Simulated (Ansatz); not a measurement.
SiO2:
```
SiO2
1.0
    4.98389     0.00000     0.00000
    0.00000     4.98389     0.00000
    0.00000     0.00000     6.92368
Si O
4 8
Direct
  0.30194   0.30194   0.00000
  0.19806   0.80194   0.25000
  0.69806   0.69806   0.50000
  0.80194   0.19806   0.75000
  0.23838   0.10823   0.18094
  0.39177   0.73838   0.43094
  0.76162   0.89177   0.68094
  0.60823   0.26162   0.93094
  0.73838   0.39177   0.56906
  0.89177   0.76162   0.31906
  0.26162   0.60823   0.06906
  0.10823   0.23838   0.81906
```

Cartesian axes are those of the cell as given.

Problem. Give the high-frequency dielectric tensor and the Born effective charge tensors of the independent atoms from DFPT, DFT-r²SCAN in the program Ansatz with PAW potentials.

Solution. 
ε∞:
```
2.20  0.00  0.00
0.00  2.20  0.00
0.00  0.00  2.19
```
Z* of atom 1 (Si), rows: field, columns: displacement, in e:
```
 3.35   0.02   0.17
 0.02   3.35  -0.17
-0.33   0.33   3.30
```
Z* of atom 5 (O), rows: field, columns: displacement, in e:
```
-1.06  -0.16   0.07
-0.22  -2.29   0.79
 0.21   0.79  -1.65
```

Static charges for comparison (Bader): Si1 +3.37, O5 -1.68 e. Born charges measure polarisation by displacement and can exceed these by far.

Space group P4_12_12. The cell was relaxed with r²SCAN under the symmetry of its start; phonons on a q-mesh show no instability.

Potentials: the later of the program's two PAW sets.
